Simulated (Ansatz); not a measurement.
MnBr₂:
```yaml
crystal:
  lattice:
    - [3.84942, 0.00000, 0.00000]
    - [-1.92471, 3.33370, 0.00000]
    - [0.00000, 0.00000, 32.00000]
  atoms:
    - { symbol: Br, position: [0.66667, 0.33333, 0.54730] }
    - { symbol: Mn, position: [0.00000, 0.00000, 0.50000] }
    - { symbol: Br, position: [0.33333, 0.66667, 0.45270] }
```
The run is spin-polarised.
Free-standing layer in the xy plane with vacuum along z and no interaction between images.

Relaxed with r²SCAN+D4.

Problem. All from r²SCAN+D4 (plane waves, PAW; program Ansatz), unless another level is named. Give the magnetic order.

Solution. ferromagnetic.

Problem. Give the Bader charges.

Solution. Br -0.66, Mn +1.33 e.

Problem. Next, the net moment?

Solution. 1.67 μB per atom.

Space group P-3m1 (1T). The layer was cut from a bulk entry of the Materials Project (measured or hypothetical); whether that bulk phase is the ambient one, and whether the layer has been isolated, was not checked. The cell was relaxed with r²SCAN+D4 under the symmetry of its start; its stability against distortions is not shown here. The final state is ferromagnetic, chosen from 3 collinear starts compared on coarse meshes (ties went to the first, and starts can fall back to one state), not a proven ground state. Other orbital occupations within this spin state were not tried. No Hubbard U is applied.

Potentials: the later of the program's two PAW sets.
